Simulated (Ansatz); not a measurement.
# Structure relaxation, LiNbO₃

The start is a randomly generated symmetric cell of LiNbO3 (space group No. 191). Cell shape, volume and atoms are optimised at zero target pressure with PBEsol (plane waves to 420 eV, PAW, scalar-relativistic; Ansatz, a program for electronic structure). First-step values are on the input's coarse k-mesh.

Ansatz input (later rounds restart from its end on a renewed k-mesh):
Ansatz 0.2 input:
```yaml
crystal:
  lattice:
    - [4.2973015, 0, 0]
    - [-2.1486507, 3.7215723, 0]
    - [0, 0, 3.5552856]
  atoms:
    - { symbol: Li, position: [0, 0, 0.5] }
    - { symbol: Nb, position: [0, 0, 0] }
    - { symbol: O, position: [0.5, 0, 0.5] }
    - { symbol: O, position: [0, 0.5, 0.5] }
    - { symbol: O, position: [0.5, 0.5, 0.5] }
basis: { ecutwfc: 420, ecutrho_ratio: 4, xc_grid: 2, fft_grid_basis: typed }
kpoints: { mp_grid: { grid: [6, 6, 7] } }
hamiltonian:
  xc: pbesol
  dispersion: none
  pseudopotentials: { kind: paw }
scf: { occupations: { method: fermi_dirac, width: 0.05 } }
relax: { f_tol: 0.01, max_steps: 100, cell: { stress_tol: 0.02 } }
output: { forces: true, stress: true }
```

```yaml
outcome: The space group stays P6/mmm (No. 191) (the run could not lower it), with 5 atoms in the primitive magnetic cell
energy_released: 0.42 eV/atom
volume_change: -1.2 %, from 11.37 to 11.24 Å³/atom
Shortest distances (start → end): "The closest pairs of elements (up to four, under 3.6 Å), start → end: Li–Nb 1.78 → 2.12 Å; Li–O 2.15 → 1.95 Å; O–O 2.15 → 1.95 Å; Nb–O 2.79 → 2.89 Å"
band_gap_at_the_end: zero (metallic)
moments_at_the_end: net 0.23 μB/atom, ferromagnetic
optimiser_moves: 19
```

The end point of the relaxation:

```cif
data_LiNbO3
_chemical_formula_sum 'Li1 Nb1 O3'
_space_group_name_H-M_alt 'P6/mmm'
_space_group_IT_number 191
_space_group_name_Hall '-P 6 2'
_cell_length_a 3.90882
_cell_length_b 3.90882
_cell_length_c 4.24768
_cell_angle_alpha 90.000
_cell_angle_beta 90.000
_cell_angle_gamma 120.000
loop_
_atom_site_label
_atom_site_type_symbol
_atom_site_symmetry_multiplicity
_atom_site_Wyckoff_symbol
_atom_site_fract_x
_atom_site_fract_y
_atom_site_fract_z
_atom_site_occupancy
Li1 Li 1 b 0.00000 0.00000 0.50000 1
Nb1 Nb 1 a 0.00000 0.00000 0.00000 1
O1 O 3 g 0.50000 0.50000 0.50000 1
```

Final values are on a 14×14×11 k-mesh of the relaxed cell. The first round had no spin; a later round switched it on. The start holds a very short contact (Li–Nb 1.78 Å). Spin state reached: ferromagnetic (net 0.23 μB/atom); other spin orders were not run from this start. The d or f electrons are treated with no Hubbard U.

The run could not lose the symmetry of its start: the end is stationary, and may be a saddle point rather than a minimum.

All atoms sit on sites fixed by symmetry, so only the cell could relax.

The relaxed structure here is a generated cell of LiNbO3: the first start was made by a random draw of sites in a space group, and the end was not matched to a known phase here, so it may be hypothetical. Known forms of LiNbO3 include space group No. 161.
